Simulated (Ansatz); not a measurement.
## GaAs with Ti replacing Ga: do the settings matter for the field gradients?

Cell: a supercell of GaAs (zinc blende type, F-43m) built from an entry of the Crystallography Open Database (COD), with all atoms left at the host's positions.

Space group F-43m (No. 216); a = 16.9611 Å.

```csv
site,Wyckoff,site symmetry,x,y,z
Ti,4a,-43m,0.0000,0.0000,0.0000
Ga2,48h,..m,0.1667,0.0000,0.1667
Ga5,16e,.3m,0.3333,0.8333,0.1667
Ga9,16e,.3m,0.6667,0.6667,0.3333
Ga15,24f,2.mm,0.5000,0.6667,0.5000
As28,16e,.3m,0.0833,0.9167,0.0833
As29,24g,2.mm,0.2500,0.9167,0.2500
As33,48h,..m,0.5833,0.7500,0.4167
As41,16e,.3m,0.4167,0.5833,0.4167
As54,4c,-43m,0.7500,0.2500,0.7500
```

One atom of each set is listed; the run and its k-mesh use a cell of 54 atoms with edges of 11.99, 11.99, 11.99 Å.

Reference run. Level of theory: DFT, PBE, plane waves and PAW, scalar-relativistic, 420 eV cutoff, Γ-centred 2×2×2 k-points, Fermi–Dirac smearing 0.01 eV, cell charge +1 (Ansatz 0.2.0).

Problem. The input is changed as follows: `total_charge`: 1 → 0. What happens to V_zz (10²¹ V/m²) and η?

Solution. 

| site | V_zz reference | η reference | V_zz changed | η changed |
| --- | --- | --- | --- | --- |
| Ti | 0.00 | – | 0.00 | – |
| Ga2 | 1.95 | 0.21 | 1.07 | 0.01 |
| Ga5 | -0.33 | 0.00 | -0.14 | 0.00 |
| Ga9 | -0.35 | 0.00 | -0.14 | 0.00 |
| Ga15 | 0.18 | 0.98 | 0.058 | 0.70 |
| As28 | -9.97 | 0.00 | -12.07 | 0.00 |
| As29 | 2.64 | 0.31 | 1.51 | 0.14 |
| As33 | -1.09 | 0.05 | -0.37 | 0.22 |
| As41 | 0.10 | 0.00 | 0.089 | 0.00 |

The largest change of V_zz is on As28, from -9.97 to -12.07. In per cent, |V_zz| changes by -43 to +21 on As (all sites that start above 2). Where |V_zz| stays above 0.1, η moves most on Ga2, from 0.21 to 0.01. Other sites without a gradient aren't listed. The changed cell is neutral, so it isn't the same charge state. It has an odd number of electrons and no spin polarisation, so the extra carrier is shared by both spins and spread out, where a real one carries spin and can localise. The gap no longer holds the Fermi energy in the changed run, so its gradients also hang on the k-mesh and the smearing. SCF iterations: 15 and 13.

On the reference run: The defect repeats with the cell of 54 atoms, so it feels its images: sites between two images don't show the values beside a lone defect, and zeros or small values of η there can come from the images' arrangement. A uniform background compensates the cell's charge. With a gap of 0.4 eV on this mesh, small gradients can still move by 0.1 × 10²¹ V/m² or more as the k-mesh gets denser. The neighbours have not yet relaxed around the defect (largest force 0.33 eV/Å), so a real crystal will differ.
